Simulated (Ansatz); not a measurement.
TlBr:
```yaml
crystal:
  lattice:
    - [3.97975, 0.00000, 0.00000]
    - [0.00000, 3.97975, 0.00000]
    - [0.00000, 0.00000, 3.97975]
  atoms:
    - { symbol: Tl, position: [0.00000, 0.00000, 0.00000] }
    - { symbol: Br, position: [0.50000, 0.50000, 0.50000] }
```

Relaxed with PBE+D3(BJ). Special points in fractions of this cell's reciprocal vectors: Γ (0.000, 0.000, 0.000); X (0.000, 0.500, 0.000); M (0.500, 0.500, 0.000); R (0.500, 0.500, 0.500).

### Question
List the band energies nearest the valence-band maximum at these points for PBE+D3(BJ) with spin–orbit coupling in the plane-wave PAW code Ansatz.

### Answer
In eV from the valence-band maximum; about four levels below and three above (degenerate sets whole), none deeper than 8.9 eV; points with the same levels are listed once.

| k | below | above |
|---|---|---|
| Γ | -1.19 -1.19 -1.19 -1.19 | 5.64 5.64 6.99 6.99 6.99 6.99 |
| X | -0.69 -0.69 0.00 0.00 | 1.65 1.65 5.14 5.14 |
| M | -2.97 -2.97 -0.78 -0.78 | 4.19 4.19 5.10 5.10 |
| R | -1.85 -1.85 -1.85 -1.85 | 1.24 1.24 2.43 2.43 2.43 2.43 |

Space group Pm-3m (CsCl type). The cell was relaxed with PBE+D3(BJ) under the symmetry of its start; phonons on a q-mesh show no instability.

Potentials: the later of the program's two PAW sets.
